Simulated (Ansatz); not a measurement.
Single point in Ansatz 0.2.0 with PBE, no spin polarisation. Cutoff 420 eV, PAW datasets, 7×7×7 Γ-centred k mesh, fermi-dirac filling (width 0.1 eV).

Computed maps in the lattice plane spanned by a (left to right, 3.53 Å, 11 points from zero) and c (bottom to top, 3.86 Å, 12 points from zero), 90° apart, at height 0.338 along b. The fields are smooth PAW ones with compensation charges, not the true ones near nuclei.

Valence density. Digits on a logarithmic scale: 0 up to 0.03 e/Å³, each further digit a factor of 1.6, 9 from 1.3 e/Å³ up:
```
46899974333
58999986323
58999996323
58999986323
46899974333
34677654444
43344434555
54322235677
64322235787
54322235677
43344434555
34677654444
```

**Question.** The cell is SrNiH2. Which atoms lie within 0.2 Å of this plane, and where (fractions of a and c)?

**Answer.** Sr at (0.33, 0.75), H at (0.82, 0.25). The whole cell:
```yaml
crystal:
  lattice:
    - [3.52653, 0.00000, 0.00000]
    - [1.76327, -8.05656, 0.00000]
    - [0.00000, 0.00000, -3.85545]
  atoms:
    - { symbol: Sr, position: [0.33100, 0.33800, 0.75000] }
    - { symbol: Sr, position: [0.66900, 0.66200, 0.25000] }
    - { symbol: Ni, position: [0.06100, 0.87800, 0.75000] }
    - { symbol: Ni, position: [0.93900, 0.12200, 0.25000] }
    - { symbol: H, position: [0.94500, 0.11000, 0.75000] }
    - { symbol: H, position: [0.05500, 0.89000, 0.25000] }
    - { symbol: H, position: [0.18100, 0.63800, 0.75000] }
    - { symbol: H, position: [0.81900, 0.36200, 0.25000] }
```

Origin: a known structure type with other elements, at an estimated volume, so it need not be a known compound. Caveats: no spin polarisation, so a magnetic state may lie lower; atoms or cell far from equilibrium.
